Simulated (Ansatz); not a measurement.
Structure optimisation: rhenium, bcc

These are results of Ansatz 0.2.0, DFT, PBEsol, plane waves (420 eV) with PAW, scalar-relativistic, not measurements. The PAW files were generated under PBE, with cores re-solved for the functional.

k-point mesh 14×14×14, Fermi-Dirac smearing 0.1 eV, no spin polarisation. Cell and atoms relax.

Starting structure:

```yaml
crystal:
  lattice:
    - [-1.5436774558, 1.5436774558, 1.5436774558]
    - [1.5436774558, -1.5436774558, 1.5436774558]
    - [1.5436774558, 1.5436774558, -1.5436774558]
  atoms:
    - { symbol: Re, position: [0.0, 0.0, 0.0] }
hamiltonian:
  xc: pbesol
  pseudopotentials:
    kind: paw
    azcp:
      Re: "pseudopotentials/Re.paw.azcp"
basis:
  ecutwfc: 420
  fft_grid_basis: typed
kpoints:
  mp_grid: { grid: [14, 14, 14], shift: [0, 0, 0] }
magnetization:
  spin_polarized: false
scf:
  occupations: { method: fermi_dirac, width: 0.1 }
relax:
  max_steps: 60
  f_tol: 0.01
  cell: {}
```

Question: The pressure at the start is -0.8 GPa. By how much does the volume change?

Answer: From 14.71 to 14.68 Å³ per atom, -0.2 %. The final cell has a = 3.085 Å.

Question: How much energy does the relaxation gain?

Answer: 0.1 meV per atom.
